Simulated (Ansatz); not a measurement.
GaCuSe$_{2}$ (chalcopyrite), relaxed with r²SCAN (Ansatz, a quantum-chemistry and plane-wave program, plane waves, PAW): a = b = 5.6083 Å, c = 11.0975 Å, α = β = γ = 90.00°.

- gap (eV) = 0.57
- ΔH_f (eV/atom) = -0.57
- B₀ by P(V) fit (GPa) = 69.7
- electron conductivity mass (mₑ) = 0.076

Question: The same phase is relaxed and computed with PBEsol in the same code. What are the cell and these values now?

Answer: a = b = 5.570 Å, c = 11.074 Å, α = β = γ = 90.00°.

gap (eV): 0.12
ΔH_f (eV/atom): -0.46
B₀ by P(V) fit (GPa): 70.8
electron conductivity mass (mₑ): 0.023

All cells were relaxed under the symmetry of their starts (and spin orders); stability against distortions was not tested throughout. Rows with no word on spin ran without spin polarisation. Scalar-relativistic: spin–orbit coupling is off unless named, which matters more the heavier the elements.

Potentials: the later of the program's two PAW sets.

Ansatz is a plane-wave DFT program.

Formation energies count from the lowest solids of the elements computed at the same level, not from gases.
